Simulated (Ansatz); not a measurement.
In DFT-PBE in the program Ansatz with PAW potentials, SiB12C2 in the trigonal phase (R-3m; B on 18h, B on 18h, C on 6c, Si on 3b) relaxes to a = 5.647 Å, c = 12.665 Å. Its formation energy from the elements is -0.013 eV/atom, with no fitted shifts.

The Kohn–Sham gap is 1.61 eV (indirect). The electron mass is 0.30, 0.43, 1.4 mₑ (principal values). The hole mass is 0.33, 0.44, 0.58 mₑ (principal values).

An equation-of-state fit gives a bulk modulus of 215 GPa.

The start of the workflow was typed in or built on a structure type; neither database checked (COD, Materials Project) lists it. Whether it is the stable phase at ambient conditions was not checked. The cell was relaxed with PBE under the symmetry of its start; its stability against distortions is not shown here. The references are the lowest solids computed at this level, not always the standard phases.

Potentials: the earlier of the program's two PAW sets.
